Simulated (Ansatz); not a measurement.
**Ca, diamond: geometry optimisation**

All numbers below come from DFT, BLYP, plane waves (420 eV) with PAW, scalar-relativistic in Ansatz 0.2.0. The PAW files were generated under PBE, with cores re-solved for the functional.

k-point mesh 7×7×7, Fermi-Dirac smearing 0.1 eV, no spin polarisation. Cell and atoms relax.

Starting structure:

```
CELL_PARAMETERS angstrom
0.00000 3.89086 3.89086
3.89086 0.00000 3.89086
3.89086 3.89086 0.00000
ATOMIC_POSITIONS crystal
Ca 0.12500 0.12500 0.12500
Ca 0.87500 0.87500 0.87500
```

**Question.** The pressure at the start is 2.4 GPa. By how much does the volume change?

**Answer.** From 58.90 to 92.14 Å³ per atom, 56.4 %. The final cell has a = 9.033 Å.

**Question.** How much energy does the relaxation gain?

**Answer.** 203.9 meV per atom.

Path of the relaxation (the plane waves are chosen anew near the end, which can shift the energy a little):

```
step  E − E(final) (meV/atom)  V (Å³/atom)  P (GPa)  max force (eV/Å)
   0                   203.87       58.903     2.41             0.000
   1                   122.89       65.171     1.75             0.000
   2                    44.25       74.827     0.90             0.000
   3                     9.43       85.393     0.19             0.000
   4                     7.50       88.756     0.00             0.000
   5                     1.35       88.756     0.13             0.000
   6                     0.14       91.142     0.04             0.000
   7                     0.03       92.141     0.00             0.000
   8                     0.00       92.141     0.00             0.000
```
